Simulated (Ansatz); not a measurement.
ScAl3 (Cu3Au type, space group No. 221) at seven volumes, r²SCAN in the plane-wave PAW code Ansatz, scaled uniformly. One row is withheld.

| V (Å³/atom) | P (GPa) |
|---|---|
| 15.514 | ? |
| 16.026 | 6.58 |
| 16.537 | 3.04 |
| 17.048 | 0.00 |
| 17.560 | -2.62 |
| 18.071 | -4.86 |
| 18.583 | -6.78 |

Fit the shown pressures and predict the withheld one.

P = (3/2)B₀(x^(7/2) − x^(5/2))[1 + (3/4)(B′ − 4)(x − 1)] with x = (V₀/V)^(2/3). Least squares on the six rows gives V₀ = 17.047 Å³/atom, B₀ = 93.8 GPa, B′ = 4.10. At V = 15.514, x = 1.0648 and P = 10.73 GPa. The run itself gave 10.68 GPa.

Space group Pm-3m (Cu3Au type). The cell was relaxed with r²SCAN under the symmetry of its start; of distortions, only those at the zone centre were tested. No spin polarisation was allowed.

Potentials: the later of the program's two PAW sets.
